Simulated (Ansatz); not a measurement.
ZrGe in space group P-6m2 (No. 187; Zr on 1a, Ge on 1f), PBE in the plane-wave PAW code Ansatz, all energies at zero smearing, with the estimated change up to a 700 eV cutoff added, with one set of potentials and settings (totals compare only within such a set). Cell of 2 atoms (1 Zr, 1 Ge): -8479.740 eV.

```
element                reference phase  E (eV/atom)
-------  -----------------------------  -----------
Zr       P6_3/mmc, 2 atoms in the cell   -4183.8362
Ge          Fd-3m, 2 atoms in the cell   -4294.9847
```

Formation energy per atom, worked out: (-8479.740 − 1×(-4183.8362) − 1×(-4294.9847))/2 = -0.460 eV/atom (-44 kJ per mol of atoms), at 0 K, without zero-point energy or fitted corrections.

A made-up cell: these elements were put on the sites of a structure type; neither database checked (COD, Materials Project) lists it. Whether it is the stable phase at ambient conditions was not checked. The cell was relaxed with PBE under the symmetry of its start; whether a distortion lowers the energy is not shown. The run is not spin-polarised. The references are the lowest solids computed at this level, not always the standard phases.

Potentials: the later of the program's two PAW sets.
